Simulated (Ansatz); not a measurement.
# Checking a converged run of FeSn₂F₁₂

System: FeSn₂F₁₂, a cell of a measured crystal with one cation replaced (not relaxed); the cell holds 15 atoms. One Sn of COD entry 1528582 is replaced by Fe, with no charge compensation. Forces or pressure are large, so the cell is far from its computed equilibrium.

Theory: DFT, PBE, PAW, plane waves, scalar-relativistic in Ansatz.

```yaml
crystal:
  lattice:
    - [-2.025, 2.025, 3.965]
    - [2.025, -2.025, 3.965]
    - [6.075, 6.075, -11.895]
  atoms:
    - { symbol: Sn, position: [0.0, 0.0, 0.0] }
    - { symbol: Sn, position: [0.0, 0.0, 0.33333333] }
    - { symbol: Fe, position: [0.0, 0.0, 0.66666667], spin: 2.0 }
    - { symbol: F, position: [0.237, 0.237, 0.0] }
    - { symbol: F, position: [0.237, 0.237, 0.33333333] }
    - { symbol: F, position: [0.237, 0.237, 0.66666667] }
    - { symbol: F, position: [0.763, 0.763, 0.0] }
    - { symbol: F, position: [0.763, 0.763, 0.33333333] }
    - { symbol: F, position: [0.763, 0.763, 0.66666667] }
    - { symbol: F, position: [0.5, 0.0, 0.16666667] }
    - { symbol: F, position: [0.5, 0.0, 0.5] }
    - { symbol: F, position: [0.5, 0.0, 0.83333333] }
    - { symbol: F, position: [0.0, 0.5, 0.16666667] }
    - { symbol: F, position: [0.0, 0.5, 0.5] }
    - { symbol: F, position: [0.0, 0.5, 0.83333333] }
magnetization:
  spin_polarized: true
hamiltonian:
  xc: pbe
  pseudopotentials: { kind: paw }
basis:
  ecutwfc: 420
kpoints:
  mp_grid: { grid: [3, 3, 1] }
scf:
  occupations: { method: gaussian, width: 0.01 }
  lower_state_search: "off"
output:
  forces: true
  stress: true
```

Launched as:
```sh
ansatz run input.yaml --threads 4 --pin off --max-ram 9216MiB --backend cpu --events-out ev --progress --plain --runs-dir out
```

Time: 2.7 s on 4 threads of AMD EPYC 9R45 96-Core Processor (Zen 5), on a shared host, peak memory 0.73 GiB.

The end of the output:

```
SCF converged after 17 iterations
Magnetization: 4.0000 μB (66.0000 up, 62.0000 down)
Absolute magnetization: 4.2115 μB (∫|ρ↑−ρ↓|, with the PAW one-centre terms)
Spin contamination: 0.0792 ħ² per cell (⟨S²⟩ above its minimum at these occupations)
Per-site moments (μB) at R_I (Å): [(0.0019, 0.7752), (0.0019, 0.7752), (3.1417, 0.7752), (0.0030, 0.7752), (0.0030, 0.7752), (0.1000, 0.7752), (0.0030, 0.7752), (0.0030, 0.7752), (0.1000, 0.7752), (0.0013, 0.8353), (0.0716, 0.8353), (0.0716, 0.8353), (0.0013, 0.8353), (0.0716, 0.8353), (0.0716, 0.8353)]
Free energy (F): -26227.917763 eV
Harris-Foulkes:  -26227.917763 eV  (|F-HF|=3.18e-8)
Internal energy: -26227.917763 eV  (E = F + TS)
E sigma→0 (E₀):  -26227.917763 eV
Fermi energy:    2.359584 eV
--- Forces (eV/Å), atoms counted from 1 ---
  atom   1  Sn    -0.06636043    -0.06636043    -0.00000000
  atom   2  Sn     0.06636043     0.06636043     0.00000000
  atom   3  Fe    -0.00000000     0.00000000     0.00000000
  atom   4  F     -0.01419463    -0.01419463     0.69003137
  atom   5  F      0.01419463     0.01419463     0.69003137
  atom   6  F     -0.00000000    -0.00000000    -2.84145025
  atom   7  F     -0.01419463    -0.01419463    -0.69003137
  atom   8  F      0.01419463     0.01419463    -0.69003137
  atom   9  F      0.00000000    -0.00000000     2.84145025
  atom  10  F     -0.00000000     0.00000000    -0.00000000
  atom  11  F      0.05239960     1.47598316     0.00000000
  atom  12  F     -0.05239960    -1.47598316     0.00000000
  atom  13  F     -0.00000000     0.00000000     0.00000000
  atom  14  F      1.47598316     0.05239960     0.00000000
  atom  15  F     -1.47598316    -0.05239960    -0.00000000
--- Stress (GPa, compression-positive) ---
        2.622251       0.028122       0.000000
        0.028122       2.622251      -0.000000
        0.000000      -0.000000      -1.475381
  P = ⅓ Tr σ = 1.2564 GPa (12.564 kbar)
```

The mesh is coarse, so energy differences (and at times their sign) aren't converged.

A semilocal functional without U tends to delocalise d and f electrons, and can give a metal where the real compound is an insulator. Gaps of semilocal functionals run low against measured ones. With one magnetic atom in the cell its copies can only be parallel; orders in a larger cell may lie lower.

Site moments are taken inside atomic spheres and don't add up to the total.

Would you trust this as the ground state? If a lower solution is known, describe it.

No lower state turned up: it is the lowest of 2 states reached by 10 converged runs, and the next lies 121 meV/atom higher (non-magnetic (no spin polarisation), a gap of 0.02 eV on the k-mesh). That doesn't prove a ground state. The order of the states may change once the cell relaxes. Orders that need a larger cell or non-collinear spins weren't tried.
